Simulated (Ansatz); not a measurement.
ScAlN2:
```
ScAlN2
1.0
    3.32270     0.00000     0.00000
   -1.66135     2.87754     0.00000
    0.00000     0.00000     5.16885
Sc N Al
1 2 1
Direct
  0.33333   0.66667   0.99077
  0.33333   0.66667   0.40830
  0.66667   0.33333   0.86691
  0.66667   0.33333   0.50402
```

Relaxed with r²SCAN. r²SCAN (plane waves, PAW; program Ansatz) gives a gap of 3.60 eV.

Q: What gap does HSE06 give on the same cell (Ansatz, PAW)?

A: 4.46 eV, 0.86 eV more. The hybrid was solved on a coarser mesh and at special points; the gap given is the minimum over both.

| k | v1 r²SCAN | c1 r²SCAN | v1 HSE06 | c1 HSE06 |
|---|---|---|---|---|
| Γ | -0.35 | 3.78 | -0.35 | 4.46 |
| A | -0.63 | 5.41 | [?] | [?] |
| K | -0.07 | 3.65 | [?] | [?] |
| H | 0.00 | 3.60 | [?] | [?] |
| M | -0.27 | 4.11 | [?] | [?] |
| L | -0.24 | 4.24 | -0.26 | 5.13 |

Q: Top valence (v1) and lowest conduction level (c1) in eV from each method's valence maximum (which need not be a listed point): supply the withheld HSE06 values.

A: 
- K, v1 HSE06: -0.11
- K, c1 HSE06: 4.52
- M, v1 HSE06: -0.33
- M, c1 HSE06: 5.00
- A, v1 HSE06: -0.59
- A, c1 HSE06: 6.17
- H, v1 HSE06: 0.00
- H, c1 HSE06: 4.50

Cost on shared cores: the r²SCAN run (SCF on a 10×10×6 mesh, then bands and DOS) very roughly 40 core-seconds, the HSE06 run (SCF on 7×7×4, then a few points) very roughly 110 core-seconds; the tasks are unlike.

Space group P3m1. The start of the workflow was typed in or built on a structure type; neither database checked (COD, Materials Project) lists it. Its standing as an ambient phase is unchecked. Symmetry was held in the r²SCAN relaxation; whether a distortion lowers the energy is not shown. The run is not spin-polarised.

Potentials: the earlier of the program's two PAW sets.
